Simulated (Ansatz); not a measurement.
The relaxed structure here is a generated cell of CrI3: the first start was made by placing the elements on the sites of a structure type, and the end was not matched to a known phase here, so it may be hypothetical. Known forms of CrI3 include space group No. 148.

A relaxed structure of CrI₃. Space group P6/mmm (No. 191), AFLOW prototype A3B_hP4_191_bc_a (as in Li3N). All values below come from PBE (plane waves to 420 eV, PAW, scalar-relativistic; Ansatz, an electronic-structure program).

```xyz
4
Lattice="5.5609 0.0000 0.0000 -2.7805 4.8159 0.0000 0.0000 0.0000 5.4441" Properties=species:S:1:pos:R:3 pbc="T T T"
I      0.0000     0.0000     2.7220
I      0.0000     3.2106     0.0000
I      2.7805     1.6053     0.0000
Cr     0.0000     0.0000     0.0000
```

Task: Give the magnetic moment at the level PBE.

Result: Net 0.87 μB/atom, ferromagnetic.

Spin state reached: ferromagnetic (net 0.87 μB/atom), from parallel starting moments; other spin orders were not run from this start.

The run could not lower the symmetry of its start; a shaken copy of this end point relaxes with PBE to Pm (No. 6), 0.26 eV/atom lower.
